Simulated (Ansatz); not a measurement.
Suppose MgFeC4N4 takes space group P-43m (No. 215), with Mg on 1b; Fe on 1a; C on 4e; N on 4e. The guess for MgFeC4N4 was made by a generator: two interpenetrating cyanide-bridged diamond nets.

These are results of DFT PBE, scalar-relativistic, plane waves, PAW (Ansatz), not measurements. Cutoff 420 eV, Γ-centred mesh, Gaussian smearing, collinear spin.

The zero of energy is the elements' standard structures at the same level (N₂ as a molecule); no fitted shifts are applied.

Question: Predict the relaxed structure.

Answer:

Space group P-43m (No. 215). a = 6.014 Å, b = 6.014 Å, c = 6.014 Å, α = 90.00°, β = 90.00°, γ = 90.00°
| atom | site | symmetry | x | y | z |
| --- | --- | --- | --- | --- | --- |
| Mg | 1b | -43m | 0.5000 | 0.5000 | 0.5000 |
| Fe | 1a | -43m | 0.0000 | 0.0000 | 0.0000 |
| C | 4e | .3m | 0.1913 | 0.1913 | 0.1913 |
| N | 4e | .3m | 0.3035 | 0.3035 | 0.3035 |

Mg is surrounded by 4 N at 2.05 Å; around Fe lie 4 C at 1.99 Å; around C lie 1 N at 1.17 Å and 1 Fe at 1.99 Å; N has 1 C at 1.17 Å and 1 Mg at 2.05 Å. Another local minimum with the same sites may exist.

Question: Where does its energy lie, and is it a metal?

Answer: The formation energy is +0.14 eV/atom. The gap on the 6×6×6 mesh of the 10-atom cell is 0 eV (a metal), the net moment per atom is 0.40 μB and the moment by site is Fe 2.9 μB. The separate elements lie lower, so it is unstable against them.

The last run used collinear spin and Gaussian smearing of 0.10 eV. In such compounds of Fe a zero gap at this level may well be an artefact, since no Hubbard U is applied. The reference form of C is held partly by dispersion forces, which this level lacks. Another magnetic order may lie lower. Symmetry constrained the relaxation, so the result can be a saddle point. Site moments count only spheres around the atoms; the net moment includes the space between them.
